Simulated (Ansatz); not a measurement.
Sn$_{4}$Ge$_{3}$ in Ansatz, settings compared

Launch command:

```bash
ansatz run input.yaml --threads 1 --pin off --max-ram 2560MiB --backend cpu --events-out ev --progress --plain --runs-dir out
```

input.yaml:

```yaml
crystal:
  lattice:
    - [0.672829, -3.973795, 0.0]
    - [0.0, 2.043853, -3.473674]
    - [12.071206, 0.0, 0.0]
  atoms:
    - { symbol: Ge, position: [0.0, 0.0, 0.0] }
    - { symbol: Sn, position: [0.7142, 0.8571, 0.4287] }
    - { symbol: Sn, position: [0.2858, 0.1429, 0.5713] }
    - { symbol: Sn, position: [0.4286, 0.7143, 0.8571] }
    - { symbol: Sn, position: [0.5714, 0.2857, 0.1429] }
    - { symbol: Ge, position: [0.1428, 0.5714, 0.2858] }
    - { symbol: Ge, position: [0.8572, 0.4286, 0.7142] }
  symmetry: { tolerance: 0.0003 }
kpoints:
  mp_grid: { grid: [5, 5, 5], shift: [0, 0, 0] }
magnetization:
  spin_polarized: false
scf:
  occupations: { method: fermi_dirac, width: 0.0189 }
hamiltonian:
  pseudopotentials: { kind: paw }
  xc: lda
basis:
  ecutwfc: 420
output:
  forces: true
  stress: true
  eigenvalues: true
```

Origin of the cell: a known structure type with other elements, at an estimated volume, so it need not be a known compound.

Output of this run (shortened):

```
Warning: crystal.lattice misses the space group found at crystal.symmetry.tolerance 3.0e-4 in a digit that the deck types, which is why this is a warning: making the lattice exact moves one o […]
Pseudopotentials: kind: paw
Pseudopotential: Ge, paw, valence charge 14, recommended cutoff 420 eV (normal), Ge.paw.azcp
Pseudopotential: Sn, paw, valence charge 14, recommended cutoff 420 eV (normal), Sn.paw.azcp
Functional definition: SPW92
  exchange = slater_x
  correlation = pw_c
Crystal: 7 atoms, lattice volume = 166.627 Å³
Basis set: ecut = 420 eV, 3237 PW (Γ)
Bands: 59, of which v1, the nominal top of the filled ones, is band 49 counted from 1 (48 counted from 0)
Symmetry: 12 space group operations
Space group: R-3m (ITA 166), of the structure as read, at distance tolerance 1.7e-3 Å
k-points: 19 of 125
[… 5 lines left out …]
Initial density: superposition of atomic densities (neutral atoms: chi_scale 0, normalization atom), corrected by the library's trained network
Functional: x = slater, c = lda
SCF iter   1: F=—  HF=-36164.333691 eV  Δρ=6.57e-3  dr2=3.56e-2  defer=5
SCF iter   2: F=—  HF=-36164.322007 eV  Δρ=3.24e-3  dr2=1.11e-2  defer=73
SCF iter   3: F=—  HF=-36164.319551 eV  Δρ=6.46e-4  dr2=1.19e-3  defer=73
SCF iter   4: F=—  HF=-36164.319352 eV  Δρ=1.32e-4  dr2=7.24e-5  defer=73
SCF iter   5: F=—  HF=-36164.319337 eV  Δρ=8.44e-5  dr2=1.87e-5  defer=73
SCF iter   6: F=—  HF=-36164.319322 eV  Δρ=2.25e-5  dr2=3.00e-6  defer=73
SCF iter   7: F=—  HF=-36164.319322 eV  Δρ=9.18e-6  dr2=3.50e-7  defer=73
SCF iter   8: F=-36164.319322 eV  HF=-36164.319322 eV  Δρ=3.55e-6  dr2=2.21e-8
SCF 1 converged in 8 iterations: F = -36164.319322 eV  dr2 = 2.21e-8
SCF converged after 8 iterations
Free energy (F): -36164.319322 eV
Harris-Foulkes:  -36164.319322 eV  (|F-HF|=4.83e-8)
Internal energy: -36164.313687 eV  (E = F + TS)
E sigma→0 (E₀):  -36164.316505 eV
Entropy (-TS):   -0.005635 eV (-0.805 meV/atom)
Fermi energy:    10.200505 eV
--- Per-component energies (eV) ---
  E_band       = -721.507770
  E_kinetic    = 1087.640957
  E_local      = -10238.717503  (includes V_loc(G=0)·N_el)
  E_nonlocal   = 1145.525219
  E_hartree    = 5117.007159
  E_xc         = -1743.184760
  E_vxc        = -591.548527  (∫ρ·V_xc dr)
  E_paw        = -21796.295046  (= ΣΔE_a)
  E_vpaw       = -2358.423201  (= ΣTr[D̂ρ^β])
  E_aug_tail   = 0.000974  (compensation charges beyond the density's cutoff)
  E_ewald      = -9743.715259
  E_core_change = 7.424572  (= ΣΔE_core)
  E_smearing   = -0.005635  (= −TS)
  Σ components = -36164.319322   (vs F -36164.319322, Δ=0.00e0)
--- Forces (eV/Å), atoms counted from 1 ---
  atom   1  Ge     0.000000     0.000000    -0.000000
  atom   2  Sn    -0.975272    -0.165130    -0.097160
  atom   3  Sn     0.975272     0.165130     0.097160
  atom   4  Sn     0.012415     0.002102     0.001237
  atom   5  Sn    -0.012415    -0.002102    -0.001237
  atom   6  Ge    -0.032053    -0.005427    -0.003193
  atom   7  Ge     0.032053     0.005427     0.003193
  max |Σ_I F_I| component: 2.29e-16 eV/Å
--- Stress (GPa, compression-positive) ---
       -2.011710      -0.220445      -0.129706
       -0.220445      -0.747068      -0.021961
       -0.129706      -0.021961      -0.722665
  P = ⅓ Tr σ = -1.1605 GPa (-11.605 kbar)
```

The same input was run again with these changes:

1. `crystal.symmetry` { tolerance: 0.0003 } → { detect: false }; `scf.occupations.method` fermi_dirac → gaussian; `scf.occupations.width` 0.0189 → 0.2
2. `kpoints.mp_grid.grid` [5, 5, 5] → [3, 3, 3]
3. `scf.convergence.dr2_threshold` default → 1.0e-11; `basis.ecutrho_ratio` default → 12
4. `scf.occupations.method` fermi_dirac → cold; `scf.occupations.width` 0.0189 → 0.3

```tsv
run	end	SCF iterations	P (GPa)	max force component (eV/Å)	gap on mesh (eV)	moment (μB)	ΔE(σ→0) (meV/atom)
base	converged	8	-1.16	0.975	none	–	0
1	converged	8	-1.08	0.941	–	–	-0.78
2	converged	7	-0.10	1.223	none	–	62.99
3	converged	13	-1.16	0.975	none	–	0.00
4	converged	8	-1.12	0.922	–	–	-1.09
```

Energies are compared only where functional, datasets, charge and starting cell are the same.

Not properties of the system: run 2 (too coarse or loose: `kpoints.mp_grid.grid` = [3, 3, 3]).

Caveats of the base run: the k mesh is coarse if the cell is a metal.

Run 1: wide smearing.
Run 4: wide smearing.

The base run took 10 s of wall time on 1 CPU thread(s) of a shared host, from the program's own first density.
